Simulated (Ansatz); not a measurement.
CaO:
```cif
data_Ca2O2
_chemical_formula_sum 'Ca2 O2'
_space_group_name_H-M_alt 'P 1'
_space_group_IT_number 1
_cell_length_a 4.16887
_cell_length_b 4.16887
_cell_length_c 3.19549
_cell_angle_alpha 90.000
_cell_angle_beta 90.000
_cell_angle_gamma 90.000
loop_
_space_group_symop_operation_xyz
  'x, y, z'
loop_
_atom_site_label
_atom_site_type_symbol
_atom_site_fract_x
_atom_site_fract_y
_atom_site_fract_z
_atom_site_occupancy
Ca1 Ca 0.50000 0.00000 0.29331 1
Ca2 Ca 0.00000 0.50000 0.70669 1
O1 O 0.00000 0.00000 0.00000 1
O2 O 0.50000 0.50000 0.00000 1
```

Relaxed with r²SCAN.

**Question.** Tabulate the valence density and the electron localisation function along the shortest Ca–Ca contact (3.20 Å), DFT-r²SCAN in the program Ansatz with PAW potentials.

**Answer.** 

| distance from Ca (Å) | density (e/Å³) | ELF |
|---|---|---|
| 0.32 | 5.63 | 0.84 |
| 0.48 | 4.06 | 0.87 |
| 0.64 | 2.37 | 0.86 |
| 0.80 | 1.11 | 0.80 |
| 0.96 | 0.44 | 0.56 |
| 1.12 | 0.17 | 0.17 |
| 1.28 | 0.08 | 0.03 |
| 1.44 | 0.05 | 0.01 |
| 1.60 | 0.04 | 0.01 |
| 1.76 | 0.05 | 0.01 |
| 1.92 | 0.08 | 0.04 |
| 2.08 | 0.18 | 0.23 |
| 2.24 | 0.45 | 0.57 |
| 2.40 | 1.12 | 0.77 |
| 2.56 | 2.36 | 0.83 |
| 2.72 | 4.02 | 0.84 |
| 2.88 | 5.56 | 0.80 |

The density is the valence pseudo-density with augmentation charge, so density and ELF within about 1 Å of a nucleus are not all-electron values.

Space group P4/nmm. The start of the workflow was typed in or built on a structure type; neither database checked (COD, Materials Project) lists it. It is not the phase usual at ambient conditions (space group No. 225). The r²SCAN relaxation kept the symmetry of its start; its stability against distortions is not shown here. The volume moved by -17 % from the start of the relaxation.

Potentials: the earlier of the program's two PAW sets.
